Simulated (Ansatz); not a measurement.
# ZnSe with oxygen replacing Se: a run for the field gradients

```yaml
crystal:
  lattice:
    - [0.0, 8.5014, 8.5014]
    - [8.5014, 0.0, 8.5014]
    - [8.5014, 8.5014, 0.0]
  atoms:
    - { symbol: Zn, position: [0.0, 0.0, 0.0] }
    - { symbol: Zn, position: [0.0, 0.0, 0.3333333333] }
    - { symbol: Zn, position: [0.0, 0.0, 0.6666666667] }
    - { symbol: Zn, position: [0.0, 0.3333333333, 0.0] }
    - { symbol: Zn, position: [0.0, 0.3333333333, 0.3333333333] }
    - { symbol: Zn, position: [0.0, 0.3333333333, 0.6666666667] }
    - { symbol: Zn, position: [0.0, 0.6666666667, 0.0] }
    - { symbol: Zn, position: [0.0, 0.6666666667, 0.3333333333] }
    - { symbol: Zn, position: [0.0, 0.6666666667, 0.6666666667] }
    - { symbol: Zn, position: [0.3333333333, 0.0, 0.0] }
    - { symbol: Zn, position: [0.3333333333, 0.0, 0.3333333333] }
    - { symbol: Zn, position: [0.3333333333, 0.0, 0.6666666667] }
    - { symbol: Zn, position: [0.3333333333, 0.3333333333, 0.0] }
    - { symbol: Zn, position: [0.3333333333, 0.3333333333, 0.3333333333] }
    - { symbol: Zn, position: [0.3333333333, 0.3333333333, 0.6666666667] }
    - { symbol: Zn, position: [0.3333333333, 0.6666666667, 0.0] }
    - { symbol: Zn, position: [0.3333333333, 0.6666666667, 0.3333333333] }
    - { symbol: Zn, position: [0.3333333333, 0.6666666667, 0.6666666667] }
    - { symbol: Zn, position: [0.6666666667, 0.0, 0.0] }
    - { symbol: Zn, position: [0.6666666667, 0.0, 0.3333333333] }
    - { symbol: Zn, position: [0.6666666667, 0.0, 0.6666666667] }
    - { symbol: Zn, position: [0.6666666667, 0.3333333333, 0.0] }
    - { symbol: Zn, position: [0.6666666667, 0.3333333333, 0.3333333333] }
    - { symbol: Zn, position: [0.6666666667, 0.3333333333, 0.6666666667] }
    - { symbol: Zn, position: [0.6666666667, 0.6666666667, 0.0] }
    - { symbol: Zn, position: [0.6666666667, 0.6666666667, 0.3333333333] }
    - { symbol: Zn, position: [0.6666666667, 0.6666666667, 0.6666666667] }
    - { symbol: O, position: [0.0833333333, 0.0833333333, 0.0833333333] }
    - { symbol: Se, position: [0.0833333333, 0.0833333333, 0.4166666667] }
    - { symbol: Se, position: [0.0833333333, 0.0833333333, 0.75] }
    - { symbol: Se, position: [0.0833333333, 0.4166666667, 0.0833333333] }
    - { symbol: Se, position: [0.0833333333, 0.4166666667, 0.4166666667] }
    - { symbol: Se, position: [0.0833333333, 0.4166666667, 0.75] }
    - { symbol: Se, position: [0.0833333333, 0.75, 0.0833333333] }
    - { symbol: Se, position: [0.0833333333, 0.75, 0.4166666667] }
    - { symbol: Se, position: [0.0833333333, 0.75, 0.75] }
    - { symbol: Se, position: [0.4166666667, 0.0833333333, 0.0833333333] }
    - { symbol: Se, position: [0.4166666667, 0.0833333333, 0.4166666667] }
    - { symbol: Se, position: [0.4166666667, 0.0833333333, 0.75] }
    - { symbol: Se, position: [0.4166666667, 0.4166666667, 0.0833333333] }
    - { symbol: Se, position: [0.4166666667, 0.4166666667, 0.4166666667] }
    - { symbol: Se, position: [0.4166666667, 0.4166666667, 0.75] }
    - { symbol: Se, position: [0.4166666667, 0.75, 0.0833333333] }
    - { symbol: Se, position: [0.4166666667, 0.75, 0.4166666667] }
    - { symbol: Se, position: [0.4166666667, 0.75, 0.75] }
    - { symbol: Se, position: [0.75, 0.0833333333, 0.0833333333] }
    - { symbol: Se, position: [0.75, 0.0833333333, 0.4166666667] }
    - { symbol: Se, position: [0.75, 0.0833333333, 0.75] }
    - { symbol: Se, position: [0.75, 0.4166666667, 0.0833333333] }
    - { symbol: Se, position: [0.75, 0.4166666667, 0.4166666667] }
    - { symbol: Se, position: [0.75, 0.4166666667, 0.75] }
    - { symbol: Se, position: [0.75, 0.75, 0.0833333333] }
    - { symbol: Se, position: [0.75, 0.75, 0.4166666667] }
    - { symbol: Se, position: [0.75, 0.75, 0.75] }
kpoints:
  mp_grid: { grid: [2, 2, 2] }
scf:
  occupations: { method: fermi_dirac, width: 0.01 }
  max_iter: 5
hamiltonian:
  xc: pbe
  pseudopotentials: { kind: paw }
output:
  forces: true
  stress: true
  populations: true
  efg:
    quadrupole_moments_barn: { Zn: 0.122, O: -0.02558 }
    contact_densities: true
```

```sh
ansatz run input.yaml --threads 4 --pin off --max-ram 8192MiB --backend cpu --events-out ev --progress --plain --runs-dir out
```

(1) Does this calculation finish, and if not, why?

## Answers

(1) The calculation stopped without meeting its thresholds. The input holds a cap of too few SCF iterations. The program says:

```
Error: did not converge after 5 iterations: dr2 = 1.20e-4 (threshold 1.00e-7), under the density mixer `msr1`, which `scf.mixing.algorithm: auto` chose by the deck's other keys (type `scf.mixing.algorithm: msr1` to keep it); raise `scf.max_iter`, which need not help a stalled SCF, or adjust the mixing (`scf.mixing`) or, under a smearing, its width (`scf.occupations.width`, in either direction: another width is another result) …
```

```
SCF iter   1: F=—  HF=-232412.305556 eV  |F-HF|=—  |Δ(HF+E_count)|=         —  Δρ=1.25e-3  dr2=3.84e-2  ethr=1.77e-3  ⟨swp⟩=6.0  Hψ=5237  notcnv=0  defer=35
preconditioner: auto → Resta (q_TF=auto, 2.511 Å⁻¹)  ε∞=5.6  [insulator: Δε(μ)=1.170 eV  Ē_g=10.902 eV  σ=0.010 eV  W_gap=1.00  n_scr=330 (ndim 8)  ℏωp=23.4 eV  f_vac=0.123  D(μ)=0.00/eV (n_scr^D=0)  ε∞_Penn≈5.6]
SCF iter   2: F=—  HF=-232412.298096 eV  |F-HF|=—  |Δ(HF+E_count)|=   7.46e-3  Δρ=9.80e-4  dr2=1.15e-2  ethr=5.15e-6  ⟨swp⟩=2.3  Hψ=2382  notcnv=0  defer=208
SCF iter   3: F=—  HF=-232412.297187 eV  |F-HF|=—  |Δ(HF+E_count)|=   9.09e-4  Δρ=3.63e-4  dr2=3.93e-3  ethr=1.55e-6  ⟨swp⟩=10.0  Hψ=9823  notcnv=0
SCF iter   4: F=—  HF=-232412.296983 eV  |F-HF|=—  |Δ(HF+E_count)|=   2.04e-4  Δρ=1.52e-4  dr2=8.50e-4  ethr=5.26e-7  ⟨swp⟩=4.0  Hψ=6130  notcnv=0
SCF iter   5: F=—  HF=-232412.296964 eV  |F-HF|=—  |Δ(HF+E_count)|=   1.84e-5  Δρ=8.34e-5  dr2=1.20e-4  ethr=1.14e-7  ⟨swp⟩=4.3  Hψ=6539  notcnv=0
```

Against a sound input the change was `scf.max_iter`: not typed → 5.

With the sound settings the run converges and gives V_zz (10²¹ V/m²) Zn1 3.59 (η 0.00), Zn3 -0.076 (η 0.29), Zn5 0.026 (η 0.60), Zn18 0.016 (η 0.00), Se29 1.22 (η 0.01), Se32 0.005 (η 0.00), among others; a site carries the number of its first atom in the input. The defect repeats with the cell of 54 atoms, so it feels its images: sites between two images don't show the values beside a lone defect, and zeros or small values of η there can come from the images' arrangement. The neighbours have not yet relaxed around the defect (largest force 1.4 eV/Å), so a real crystal will differ.
